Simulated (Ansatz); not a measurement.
## BaZrO3 (Pm-3m): volume and gaps against pressure

```
CELL_PARAMETERS angstrom
4.14736 0.00000 0.00000
0.00000 4.14736 0.00000
0.00000 0.00000 4.14736
ATOMIC_POSITIONS crystal
Ba 0.00000 0.00000 0.00000
Zr 0.50000 0.50000 0.50000
O 0.00000 0.50000 0.50000
O 0.50000 0.00000 0.50000
O 0.50000 0.50000 0.00000
```

This is the zero-pressure cell under LDA. Cell and atoms are relaxed by PAW (default files of Ansatz 0.2.0, cutoff 420 eV, stress met within about 0.05 GPa) at each pressure, in this structure whether or not another phase would take over; P is the pressure reached, less that of this cell. Levels come from LDA, all-electron LAPW in Ansatz 0.2.0, scalar-relativistic; k mesh 4×4×4, fixed occupations, basis error target 0.5 meV/atom. Conduction levels are in eV over the valence top (at R), at fixed fractional wave vectors. Zone-centre phonons come from finite displacements by PAW, without the LO-TO term.

```tsv
P (GPa)	V/V₀	Γ	X	M	R	T1u TO (cm⁻¹)	T1u TO (cm⁻¹)
-1.99	1.0119	3.164	3.550	5.789	6.090	77.9	510.3
0.00	1.0000	3.189	3.583	5.866	6.140	83.3	526.2
2.00	0.9891	3.212	3.614	5.938	6.186	87.6	541.2
4.00	0.9786	3.234	3.643	6.009	6.231	91.4	556.1
7.00	0.9640	3.264	3.684	6.109	6.296	95.7	577.3
10.00	?	?	?	?	?	?	?
15.00	0.9299	3.333	3.779	6.352	6.454	98.3	629.2
```

**Question.** Fit the third-order Birch-Murnaghan equation to the rows shown.

**Answer.** With f = [(V₀/V)^(2/3) − 1]/2, the normalised pressure F = P/[3f(1 + 2f)^(5/2)] is 171.8 GPa at f = -0.0039, 179.0 GPa at f = 0.0037, 177.5 GPa at f = 0.0072, 177.3 GPa at f = 0.0124, 178.5 GPa at f = 0.0248. The line F = B₀[1 + (3/2)(B′ − 4)f] gives B₀ = 175.3 GPa and B′ = 4.7.

**Question.** What are the volume deformation potentials and pressure coefficients of these levels at zero pressure?

**Answer.** 

```
level  dE/dlnV (eV)  dE/dP = −(dE/dlnV)/B₀ (meV/GPa)  mean slope up to 2.0 GPa (meV/GPa)
    Γ         -2.09                             11.9                                11.3
    X         -2.80                             16.0                                15.2
    M         -6.56                             37.4                                36.0
    R         -4.21                             24.0                                23.1
```

dE/dlnV is the slope of a cubic fit in ln V at V₀. The last column is read from two rows and shows how the slope bends with pressure.

**Question.** What mode Grüneisen parameters follow?

**Answer.** γ = −d ln ω/d ln V at V₀ from a quadratic fit in ln V: T1u 5.21, T1u 2.59.

**Question.** Fill the row at 10.00 GPa.

**Answer.** The fits give V/V₀ = 0.9506 and Γ = 3.291 eV. Computed: V/V₀ = 0.9504, Γ = 3.292, X = 3.722, M = 6.204, R = 6.358, T1u TO (cm⁻¹) = 98.6, T1u TO (cm⁻¹) = 597.6.

Keep in mind: no other phase was computed; many crystals of this kind change structure within this range, and rows or crossings beyond such a change describe a metastable lattice; no spin-orbit coupling on heavy atoms; the frozen-core PAW files of the relaxations were fitted under PBE, their cores solved anew for this functional; semilocal gaps are low, and the spacing of valleys can be off by tenths of an eV; levels are read at fixed fractional k, so an edge that moves off these points is missed.
